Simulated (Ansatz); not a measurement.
Notes on CaBe$_{2}$Ge$_{2}$

```xyz
10
Lattice="3.9884 0.0000 0.0000 0.0000 3.9884 0.0000 0.0000 0.0000 9.8419" Properties=species:S:1:pos:R:3 pbc="T T T"
Ge    0.9971    0.9971    3.6218
Ge    2.9913    2.9913    6.2201
Ca    0.9971    0.9971    7.3716
Ca    2.9913    2.9913    2.4703
Be    0.9971    0.9971    1.0629
Be    2.9913    2.9913    8.7790
Ge    2.9913    0.9971    0.0000
Ge    0.9971    2.9913    0.0000
Be    2.9913    0.9971    4.9210
Be    0.9971    2.9913    4.9210
```

The numbers come from plane-wave PAW DFT (Ansatz): r2SCAN, no spin polarisation, 500 eV, 9×9×4 Γ-centred k points, fermi-dirac occupations (width 0.1 eV). Nothing was relaxed.

- Charges: Bader charges in e: Ca +1.38, Be +1.39, Ge -2.53 to -1.64. In the mean Be gives up most and Ge takes most.
- Stress: The pressure is 2.9 GPa (compression positive), so with the atoms held at these fractions the cell would first expand; the forces are large, so a full relaxation may end otherwise. The principal stresses 1.3, 3.7, 3.7 GPa differ, so its shape would change too.
- Formation energy: -0.24 eV an atom against the elements' usual phases (free molecules for gases, crystals otherwise, with no correction for O₂ or N₂), so it is bound against them; other compounds may still compete. Relaxing would lower it.
- Electronic structure: It is a metal, with about 1.7 states/eV a cell as the mean within 0.25 eV of the Fermi level, mostly Ge p (71 %).

Origin: a database entry at a rescaled volume. Caveats: forces this large suggest misplaced atoms in the database entry; atoms or cell far from equilibrium.
